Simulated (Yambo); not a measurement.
BSE-type run in Yambo on AgBr (rock salt, space group Fm-3m, No. 225), at zero momentum.

Quantum ESPRESSO step (LDA, PseudoDojo standard norm-conserving files, scalar-relativistic):
```
&CONTROL
  calculation = 'nscf'
  pseudo_dir = './pseudo'
  outdir = './out'
/
&SYSTEM
  ibrav = 0
  nat = 2
  ntyp = 2
  ecutwfc = 86.0
  ecutrho = 344.0
  occupations = 'fixed'
  force_symmorphic = .true.
  nbnd = 34
/
&ELECTRONS
  conv_thr = 2e-09
  diago_full_acc = .true.
  diago_thr_init = 1e-08
/
ATOMIC_SPECIES
Br 79.9040 Br.upf
Ag 107.8682 Ag.upf
CELL_PARAMETERS angstrom
  0.000000000000   2.792280189000   2.792280189000
  2.792280189000   0.000000000000   2.792280189000
  2.792280189000   2.792280189000   0.000000000000
ATOMIC_POSITIONS crystal
Br   0.500000000000   0.500000000000   0.500000000000
Ag   0.000000000000   0.000000000000   0.000000000000
K_POINTS automatic
8 8 8 0 0 0
```

Yambo input:
```
rim_cut
optics
bse
bss
dipoles
RandQpts= 1000000
RandGvec= 1 Ry
FFTGvecs= 40 Ry
BSKmod= "HARTREE"
BSEmod= "resonant"
BSSmod= "hs"
BSENGexx= 15 Ry
% KfnQP_E
 1.454 | 1.0 | 1.0 |
%
% BSEQptR
 1 | 1 |
%
% BSEBands
 6 | 14 |
%
% BEnRange
 0.0 | 9.1 | eV
%
% BDmRange
 0.15 | 0.15 | eV
%
BEnSteps= 182
% BLongDir
 1.0 | 0.0 | 0.0 |
%
BSHayTrs= -0.02
BSSNEig= 24
WRbsWF
```

From the report:

The dimension is k points × valence × conduction bands = 512 × 8 × 1 = 4096.
```
  [SLEPC] Approach                          : Krylov-Schur
  [SLEPC] Number of requested eigenvalues   :  24
  [SLEPC] Number of eigenvalues        [NEV]:  24
   [K] Dimension                                    :   4096
   [K] Bands                                        :   6  14
   [K] Exchange res                                 : yes
   [K] Correlation res                              : no
   [K] W interaction is bare                        : no
   [K] RL vectors exchange                          :  307
```

Spin-orbit coupling is not included.

Geometry relaxed with LDA.
